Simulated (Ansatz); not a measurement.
Relaxed-ion elastic tensor of ZnInGaO$_{4}$ in space group R3m (No. 160; Pearson symbol hR7) in GPa (Voigt order), plane-wave PAW PBEsol (Ansatz code); density 6.38 g/cm³, 11.67 Å³ per atom.

```
 252   140   125  -8.6   0.0   0.0
 140   252   125   8.6   0.0   0.0
 125   125   259   0.0   0.0   0.0
-8.6   8.6   0.0  60.9   0.0   0.0
 0.0   0.0   0.0   0.0  60.9  -8.6
 0.0   0.0   0.0   0.0  -8.6  55.8
```

Question: Is the crystal mechanically stable?

Answer: Yes: the smallest eigenvalue of C is 49.4 GPa.

Question: Work out the Voigt, Reuss and Hill averages.

Answer: K_V = 171, K_R = 171, K_H = 171; G_V = 60.3, G_R = 58.9, G_H = 59.6 GPa.

Question: Give Young's modulus, Poisson's ratio, Pugh's ratio and the universal anisotropy index.

Answer: E = 9KG/(3K + G) = 160 GPa; ν = 0.34; K/G = 2.88 (ductile by the Pugh limit of 1.75); A_U = 5G_V/G_R + K_V/K_R − 6 = 0.12.

Question: Estimate the sound speeds and the Debye temperature.

Answer: v_l = √((K + 4G/3)/ρ) = 6270 m/s, v_t = √(G/ρ) = 3060 m/s, mean 3430 m/s; Θ = (h/k)(3n/4πV)^(1/3) v_m = 451 K.

Question: How much does each axis shrink under pressure?

Answer: Linear compressibilities β_i = Σ_j S_ij (j = 1 to 3): x 1.9, y 1.9, z 2.0 per TPa.

The PBEsol relaxation kept the symmetry of its start.

Potentials: the later of the program's two PAW sets.
